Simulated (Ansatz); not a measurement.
Each is relaxed and computed with plane-wave PAW LDA (Ansatz code). Which is the only one with a gap?
(A) KMgH3, cubic perovskite
(B) MgB2, P6/mmm (Mg on 1a, B on 2d)
(C) Mg2Si, P4/nmm (Mg on 2a, Mg on 2c, Si on 2c)
(D) LuBPd3, cubic perovskite

A, KMgH3, cubic perovskite. KMgH3: gap 2.34 eV (indirect); LuBPd3: metal; MgB2: metal; Mg2Si: metal. Not the usual ambient phase: Mg2Si, P4/nmm (Mg on 2a, Mg on 2c, Si on 2c). Standing as an ambient phase not checked: KMgH3, cubic perovskite; LuBPd3, cubic perovskite. All cells were relaxed under the symmetry of their starts (and spin orders); stability against distortions was not tested throughout. Rows with no word on spin ran without spin polarisation. Spin–orbit coupling is left out wherever it is not named.

Potentials: the later of the program's two PAW sets.
